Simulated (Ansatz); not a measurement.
Task: TaAl (CsCl type, space group No. 221) is relaxed with DFT-PBEsol in the program Ansatz with PAW potentials. What lattice parameters of the conventional cell result?

Result: a = 3.196 Å.

Space group Pm-3m (CsCl type). The start of the workflow was typed in or built on a structure type; neither database checked (COD, Materials Project) lists it. Whether it is the stable phase at ambient conditions was not checked. The cell was relaxed with PBEsol under the symmetry of its start. At this level the phase is mechanically unstable. The run is not spin-polarised. Spin–orbit coupling is left out wherever it is not named.

Potentials: the earlier of the program's two PAW sets.
